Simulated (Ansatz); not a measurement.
BeS:
```xyz
2
Lattice="0.0000 2.4188 2.4188 2.4188 0.0000 2.4188 2.4188 2.4188 0.0000" Properties=species:S:1:pos:R:3 pbc="T T T"
Be     0.0000     0.0000     0.0000
S      1.2094     1.2094     1.2094
```

Tensor components refer to the Cartesian frame of this cell.

**Question.** Give the proper piezoelectric stress tensor with relaxed ions from the program Ansatz at the PBEsol level (PAW).

**Answer.** In C/m², rows x, y, z, Voigt columns; mesh uncertainty up to 0.00.
```
 0.00   0.00   0.00  -0.16   0.00   0.00
 0.00   0.00   0.00   0.00  -0.16   0.00
 0.00   0.00   0.00   0.00   0.00  -0.16
```

The elastic tensor of the same run (GPa):

```csv
,1,2,3,4,5,6
1,161,65.6,65.6,0.0,0.0,0.0
2,65.6,161,65.6,0.0,0.0,0.0
3,65.6,65.6,161,0.0,0.0,0.0
4,0.0,0.0,0.0,83.0,0.0,0.0
5,0.0,0.0,0.0,0.0,83.0,0.0
6,0.0,0.0,0.0,0.0,0.0,83.0
```

**Question.** Convert to strain constants d = e·S.

**Answer.** In pC/N:
```
 0.0   0.0   0.0  -2.0   0.0   0.0
 0.0   0.0   0.0   0.0  -2.0   0.0
 0.0   0.0   0.0   0.0   0.0  -2.0
```

Space group F-43m (zinc blende). The cell was relaxed with PBEsol under the symmetry of its start.

Potentials: the earlier of the program's two PAW sets.
